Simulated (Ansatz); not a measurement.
Suppose Ca3C8 takes space group P6/mmm (No. 191), with Ca on 3g; C on 6l and 2c. Recipe of this trial structure of Ca3C8: Ca between graphite sheets, stage 1 (sites filled 3 of 4).

Theory: Ansatz 0.2.0, DFT PBE, scalar-relativistic, plane waves, PAW. Cutoff 420 eV, Γ-centred mesh, Gaussian smearing, no spin polarisation.

Energies over the elements count from the elements' standard structures at the same level, with no fitted energy shifts.

Question: Which cell and coordinates does it relax to?

Answer:

Space group P6/mmm (No. 191). a = 5.289 Å, b = 5.289 Å, c = 4.365 Å, α = 90.00°, β = 90.00°, γ = 120.00°
```
atom  site  symmetry       x       y       z
  Ca    3g       mmm  0.5000  0.0000  0.5000
   C    6l       mm2  0.8336  0.6672  0.0000
   C    2c      -6m2  0.3333  0.6667  0.0000
```

Ca has 4 Ca at 2.64 Å and 12 C at 2.66 Å; C on a site of symmetry mm2 is surrounded by 3 C at 1.52–1.53 Å, 6 C at 2.64–2.65 Å and 4 Ca at 2.66 Å; C on a site of symmetry -6m2 is surrounded by 3 C at 1.53 Å, 6 C at 2.64 Å and 6 Ca at 2.66 Å. Another local minimum with the same sites may exist.

Question: Where does its energy lie, and is it a metal?

Answer: The energy over the elements is +0.50 eV/atom and the gap on the 12×12×10 mesh of the 11-atom cell is 0 eV (a metal). A positive value: parting into the elements would lower its energy.

The last run used Gaussian smearing of 0.10 eV. The reference form of C is held partly by dispersion forces, which this level lacks. Symmetry constrained the relaxation, so the result can be a saddle point.
